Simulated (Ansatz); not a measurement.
Given:

GaN:
```cif
data_GaN
_chemical_formula_sum 'Ga1 N1'
_space_group_name_H-M_alt 'P 1'
_space_group_IT_number 1
_cell_length_a 3.18456
_cell_length_b 3.18456
_cell_length_c 3.18456
_cell_angle_alpha 126.851
_cell_angle_beta 126.851
_cell_angle_gamma 78.493
loop_
_space_group_symop_operation_xyz
  'x, y, z'
loop_
_atom_site_label
_atom_site_type_symbol
_atom_site_fract_x
_atom_site_fract_y
_atom_site_fract_z
_atom_site_occupancy
Ga1 Ga 0.75620 0.75620 0.00000 1
N1 N 0.35880 0.35880 0.00000 1
```

This is the HSE06-relaxed structure.

Q: All from DFT-HSE06 in the program Ansatz with PAW potentials, unless another level is named. Estimate the smallest direct gap on the standard path.

A: 3.28 eV.

Q: And the band gap?

A: 1.46 eV (indirect).

Q: Predict the conduction-band minimum.

A: at X (2 equivalent valleys).

Space group I4mm. The workflow started from a Materials Project entry (that database holds measured and hypothetical structures alike); the Crystallography Open Database copy checked does not list it. It is not the phase usual at ambient conditions (space group No. 186, 216). Symmetry was held in the HSE06 relaxation; whether a distortion lowers the energy is not shown. The hybrid was solved on a coarse mesh, the path and, where they were found, the r²SCAN edge points; its band edges are the extreme levels among these. Scalar-relativistic: spin–orbit coupling is off unless named, which matters more the heavier the elements.

Potentials: the earlier of the program's two PAW sets.
